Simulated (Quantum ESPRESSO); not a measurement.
B2SiN2O2, finding a planted mistake in a log

Computed values, not a measurement. The program is pw.x of Quantum ESPRESSO 7.5 (plane-wave density functional theory). The cell is made up: 7 atoms on a wurtzite lattice with one site empty, with randomly drawn elements, strain and displacements, not relaxed. PseudoDojo standard norm-conserving files (v0.5 for PBE, v0.4.1 for LDA and PBEsol) set the functional; there is no spin polarisation, spin-orbit coupling or dispersion term, and the masses in the input are unused placeholders.

Intended input:

```
&control calculation='scf', pseudo_dir='./dojo.nc.sr.pbe.v0_5.standard.upf', outdir='./o', disk_io='medium', tprnfor=.true., tstress=.true. /
&system ibrav=0, nat=7, ntyp=4, nbnd=22, ecutwfc=84.00895049, nosym=.true., tot_charge=0,
 occupations='smearing', smearing='fd', degauss=0.0018374661
/
&electrons conv_thr=7.350e-09, electron_maxstep=60, /
ATOMIC_SPECIES
B 1.0 B.upf
N 1.0 N.upf
O 1.0 O.upf
Si 1.0 Si.upf
CELL_PARAMETERS angstrom
2.6592 0.0 0.0
0.0 4.6059 0.0
0.0 0.0 4.3425
ATOMIC_POSITIONS angstrom
B -0.0654 -0.0134 -0.0028
Si 1.3655 2.3356 -0.0122
B 1.3579 0.7558 2.1473
N -0.058 -0.0248 1.6197
O 1.3116 2.3345 1.672
O 1.3449 0.788 3.8165
N -0.0332 3.0497 3.8193
K_POINTS automatic
7 4 4 1 1 1
```

The log is shortened where brackets say so; the opening notice, blank lines, dates and the lines on written files are dropped, and the path of the files is cut. It prints rydbergs, bohrs and kilobars, and counts compression as positive stress. Where no state is partly filled, the Fermi energy that it prints is only some level between the filled and the empty states on the mesh, and need not lie in the true gap.

Log of the intended run:

```
     Program PWSCF v.7.5
     Parallel version (MPI & OpenMP), running on       1 processor cores
     Number of MPI processes:                 1
     Threads/MPI process:                     1
     [start-up lines left out]
     bravais-lattice index     =            0
     lattice parameter (alat)  =       5.0252  a.u.
     unit-cell volume          =     358.9235 (a.u.)^3
     number of atoms/cell      =            7
     number of atomic types    =            4
     number of electrons       =        32.00
     number of Kohn-Sham states=           22
     kinetic-energy cutoff     =      84.0090  Ry
     charge density cutoff     =     336.0358  Ry
     scf convergence threshold =      7.3E-09
     mixing beta               =       0.7000
     number of iterations used =            8  plain     mixing
     Exchange-correlation= PBE
                           (   1   4   3   4   0   0   0)
     [axes and pseudopotential details left out]
   Cartesian axes
     site n.     atom                  positions (alat units)
         1        B      tau(   1) = (  -0.0245939  -0.0050391  -0.0010529  )
         2        Si     tau(   2) = (   0.5135003   0.8783093  -0.0045878  )
         3        B      tau(   3) = (   0.5106423   0.2842208   0.8074985  )
         4        N      tau(   4) = (  -0.0218111  -0.0093261   0.6090930  )
         5        O      tau(   5) = (   0.4932310   0.8778956   0.6287605  )
         6        O      tau(   6) = (   0.5057536   0.2963297   1.4352061  )
         7        N      tau(   7) = (  -0.0124850   1.1468487   1.4362590  )
     number of k points=    56  Fermi-Dirac smearing, width (Ry)=  0.0018
                       cart. coord. in units 2pi/alat
        k(    1) = (   0.0714286   0.0721683   0.0765458), wk =   0.0357143
        k(    2) = (   0.0714286   0.0721683   0.2296373), wk =   0.0357143
     [further k points left out]
     Dense  grid:    37381 G-vectors     FFT dimensions: (  30,  54,  48)
     Estimated max dynamical RAM per process >      43.55 MB
     Initial potential from superposition of free atoms
     starting charge      31.9989, renormalised to      32.0000
     Starting wfcs are   28 randomized atomic wfcs
     total cpu time spent up to now is        3.8 secs
     per-process dynamical memory:    34.6 Mb
     Self-consistent Calculation
     iteration #  1     ecut=    84.01 Ry     beta= 0.70
     Davidson diagonalization with overlap
     ethr =  1.00E-02,  avg # of iterations =  3.0
     total cpu time spent up to now is       13.8 secs
     total energy              =    -127.29970387 Ry
     estimated scf accuracy    <       1.56477129 Ry
     iteration #  2     ecut=    84.01 Ry     beta= 0.70
     Davidson diagonalization with overlap
     ethr =  4.89E-03,  avg # of iterations =  2.8
     total cpu time spent up to now is       24.2 secs
     total energy              =    -127.32179194 Ry
     estimated scf accuracy    <       2.44851712 Ry
     [iterations 3 to 10 left out]
     iteration # 11     ecut=    84.01 Ry     beta= 0.70
     Davidson diagonalization with overlap
     ethr =  4.78E-10,  avg # of iterations =  2.3
     total cpu time spent up to now is      102.1 secs
     total energy              =    -127.94437804 Ry
     estimated scf accuracy    <          7.6E-09 Ry
     iteration # 12     ecut=    84.01 Ry     beta= 0.70
     Davidson diagonalization with overlap
     ethr =  2.37E-11,  avg # of iterations =  3.8
     total cpu time spent up to now is      109.6 secs
     End of self-consistent calculation
     [lines on levels left out]
     the Fermi energy is    11.7104 ev
!    total energy              =    -127.94437805 Ry
     estimated scf accuracy    <          2.3E-09 Ry
     smearing contrib. (-TS)   =      -0.00000000 Ry
     internal energy E=F+TS    =    -127.94437805 Ry
     The total energy is F=E-TS. E is the sum of the following terms:
     one-electron contribution =      -6.38296734 Ry
     hartree contribution      =      25.27190580 Ry
     xc contribution           =     -37.38371557 Ry
     ewald contribution        =    -109.44960093 Ry
     convergence has been achieved in  12 iterations
     Forces acting on atoms (cartesian axes, Ry/au):
     atom    1 type  1   force =     0.00552608   -0.14813446    0.16424330
     atom    2 type  4   force =    -0.15259045    0.07712382    0.24689415
     atom    3 type  1   force =    -0.03056719    0.01183857   -0.18757721
     atom    4 type  2   force =     0.02824027    0.17171532   -0.04370611
     atom    5 type  3   force =     0.00248273   -0.19395780   -0.02586677
     atom    6 type  3   force =    -0.00182157   -0.15452997   -0.09956968
     atom    7 type  2   force =     0.14873013    0.23594452   -0.05441769
     Total force =     0.600363     Total SCF correction =     0.000059
     Computing stress (Cartesian axis) and pressure
          total   stress  (Ry/bohr**3)                   (kbar)     P=      110.22
   0.00238055   0.00054069  -0.00040223          350.19       79.54      -59.17
   0.00054069   0.00069343  -0.00011216           79.54      102.01      -16.50
  -0.00040223  -0.00011216  -0.00082618          -59.17      -16.50     -121.54
     init_run     :      3.60s CPU      3.68s WALL (       1 calls)
     electrons    :     97.85s CPU    105.81s WALL (       1 calls)
     forces       :      1.07s CPU      1.09s WALL (       1 calls)
     stress       :      3.98s CPU      4.01s WALL (       1 calls)
     [timing details left out]
     PWSCF        :   1m46.68s CPU   1m54.86s WALL
     JOB DONE.
```

A second run was made from an input with one planted mistake. Its log:

```
     Program PWSCF v.7.5
     Parallel version (MPI & OpenMP), running on       1 processor cores
     Number of MPI processes:                 1
     Threads/MPI process:                     1
     [start-up lines left out]
     bravais-lattice index     =            0
     lattice parameter (alat)  =       5.0252  a.u.
     unit-cell volume          =     358.9235 (a.u.)^3
     number of atoms/cell      =            7
     number of atomic types    =            4
     number of electrons       =        32.00
     number of Kohn-Sham states=           22
     kinetic-energy cutoff     =      42.6292  Ry
     charge density cutoff     =     170.5169  Ry
     scf convergence threshold =      7.3E-09
     mixing beta               =       0.7000
     number of iterations used =            8  plain     mixing
     Exchange-correlation= PBE
                           (   1   4   3   4   0   0   0)
     [axes and pseudopotential details left out]
   Cartesian axes
     site n.     atom                  positions (alat units)
         1        B      tau(   1) = (  -0.0245939  -0.0050391  -0.0010529  )
         2        Si     tau(   2) = (   0.5135003   0.8783093  -0.0045878  )
         3        B      tau(   3) = (   0.5106423   0.2842208   0.8074985  )
         4        N      tau(   4) = (  -0.0218111  -0.0093261   0.6090930  )
         5        O      tau(   5) = (   0.4932310   0.8778956   0.6287605  )
         6        O      tau(   6) = (   0.5057536   0.2963297   1.4352061  )
         7        N      tau(   7) = (  -0.0124850   1.1468487   1.4362590  )
     number of k points=    56  Fermi-Dirac smearing, width (Ry)=  0.0018
                       cart. coord. in units 2pi/alat
        k(    1) = (   0.0714286   0.0721683   0.0765458), wk =   0.0357143
        k(    2) = (   0.0714286   0.0721683   0.2296373), wk =   0.0357143
     [further k points left out]
     Dense  grid:    13443 G-vectors     FFT dimensions: (  24,  40,  36)
     Estimated max dynamical RAM per process >      18.29 MB
     Check: negative core charge=   -0.000278
     Initial potential from superposition of free atoms
     starting charge      31.9989, renormalised to      32.0000
     Starting wfcs are   28 randomized atomic wfcs
     total cpu time spent up to now is        2.7 secs
     per-process dynamical memory:    16.3 Mb
     Self-consistent Calculation
     iteration #  1     ecut=    42.63 Ry     beta= 0.70
     Davidson diagonalization with overlap
     ethr =  1.00E-02,  avg # of iterations =  3.0
     total cpu time spent up to now is        6.6 secs
     total energy              =    -127.01433633 Ry
     estimated scf accuracy    <       1.33531998 Ry
     iteration #  2     ecut=    42.63 Ry     beta= 0.70
     Davidson diagonalization with overlap
     ethr =  4.17E-03,  avg # of iterations =  2.8
     total cpu time spent up to now is        9.3 secs
     total energy              =    -127.05485511 Ry
     estimated scf accuracy    <       1.92172539 Ry
     [iterations 3 to 9 left out]
     iteration # 10     ecut=    42.63 Ry     beta= 0.70
     Davidson diagonalization with overlap
     ethr =  2.15E-09,  avg # of iterations =  2.3
     total cpu time spent up to now is       32.6 secs
     total energy              =    -127.54400533 Ry
     estimated scf accuracy    <       0.00000011 Ry
     iteration # 11     ecut=    42.63 Ry     beta= 0.70
     Davidson diagonalization with overlap
     ethr =  3.56E-10,  avg # of iterations =  2.5
     total cpu time spent up to now is       36.6 secs
     End of self-consistent calculation
     [lines on levels left out]
     the Fermi energy is    11.7521 ev
!    total energy              =    -127.54400536 Ry
     estimated scf accuracy    <          5.9E-09 Ry
     smearing contrib. (-TS)   =      -0.00000000 Ry
     internal energy E=F+TS    =    -127.54400536 Ry
     The total energy is F=E-TS. E is the sum of the following terms:
     one-electron contribution =      -5.68082731 Ry
     hartree contribution      =      24.84392738 Ry
     xc contribution           =     -37.25750398 Ry
     ewald contribution        =    -109.44960145 Ry
     convergence has been achieved in  11 iterations
     Forces acting on atoms (cartesian axes, Ry/au):
     atom    1 type  1   force =     0.00880238   -0.14798580    0.16499425
     atom    2 type  4   force =    -0.15310997    0.07671416    0.24912220
     atom    3 type  1   force =    -0.03533233    0.01642071   -0.18699059
     atom    4 type  2   force =     0.03209493    0.16378653   -0.04395001
     atom    5 type  3   force =     0.00206725   -0.19127409   -0.01808947
     atom    6 type  3   force =    -0.00338639   -0.15748220   -0.10485789
     atom    7 type  2   force =     0.14886412    0.23982070   -0.06022849
     Total force =     0.602402     Total SCF correction =     0.000127
     Computing stress (Cartesian axis) and pressure
          total   stress  (Ry/bohr**3)                   (kbar)     P=     -467.06
  -0.00161992   0.00051182  -0.00040004         -238.30       75.29      -58.85
   0.00051182  -0.00317165  -0.00012864           75.29     -466.57      -18.92
  -0.00040004  -0.00012864  -0.00473340          -58.85      -18.92     -696.31
     init_run     :      2.38s CPU      2.54s WALL (       1 calls)
     electrons    :     30.13s CPU     33.94s WALL (       1 calls)
     forces       :      0.34s CPU      0.34s WALL (       1 calls)
     stress       :      1.36s CPU      1.38s WALL (       1 calls)
     [timing details left out]
     PWSCF        :     34.35s CPU     38.37s WALL
     JOB DONE.
```

Question: what was wrong in the second input?

Answer: the plane-wave cutoff is too low. The input lines that differ, file-writing options aside:

```
- &system ibrav=0, nat=7, ntyp=4, nbnd=22, ecutwfc=84.00895049, nosym=.true., tot_charge=0,
+ &system ibrav=0, nat=7, ntyp=4, nbnd=22, ecutwfc=42.62921372, nosym=.true., tot_charge=0,
```

|  | intended run | run with the mistake |
| --- | --- | --- |
| free energy (eV) | -1740.772 | -1735.325 |
| smearing term -TS (eV) | 0.0000 | 0.0000 |
| pressure (GPa) | 11.02 | -46.71 |
| largest force component (eV/Å) | 6.348 | 6.405 |
| largest change of a force component (eV/Å) |  | 0.204 |
| iterations | 12 | 11 |

For scale, a rerun of the intended cell at 1437 eV and a 9 x 6 x 6 mesh moved values by no more than 0.002 eV in energy, 0.03 GPa in stress and 0.003 eV/Å in force.